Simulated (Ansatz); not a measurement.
S (bcc (W type), Im-3m) under volume change, plane-wave PAW r²SCAN+D4 (Ansatz code), scaled uniformly.

```json
[
 {"V (Å³/atom)": "14.184", "E − E(relaxed) (meV/atom)": "43.0", "P (GPa)": "10.56"},
 {"V (Å³/atom)": "14.651", "E − E(relaxed) (meV/atom)": "18.1", "P (GPa)": "6.54"},
 {"V (Å³/atom)": "15.119", "E − E(relaxed) (meV/atom)": "4.3", "P (GPa)": "3.03"},
 {"V (Å³/atom)": "15.586", "E − E(relaxed) (meV/atom)": "0.0", "P (GPa)": "-0.01"},
 {"V (Å³/atom)": "16.054", "E − E(relaxed) (meV/atom)": "?", "P (GPa)": "?"},
 {"V (Å³/atom)": "16.522", "E − E(relaxed) (meV/atom)": "14.9", "P (GPa)": "-4.81"},
 {"V (Å³/atom)": "16.989", "E − E(relaxed) (meV/atom)": "?", "P (GPa)": "?"}
]
```

Complete the blanks.


- 16.989, E − E(relaxed) (meV/atom): 31.8
- 16.989, P (GPa): -6.71
- 16.054, E − E(relaxed) (meV/atom): 4.0
- 16.054, P (GPa): -2.63

What does a third-order Birch–Murnaghan fit give for V₀, B₀ and B′?

V₀ = 15.59 Å³/atom, B₀ = 92.8 GPa, B′ = 4.0.

The cell is a constructed one: a structure type filled with these elements; neither database checked (COD, Materials Project) lists it. It is not the phase usual at ambient conditions (space group No. 70). Symmetry was held in the r²SCAN+D4 relaxation. At this level the phase is mechanically unstable.

Potentials: the later of the program's two PAW sets.
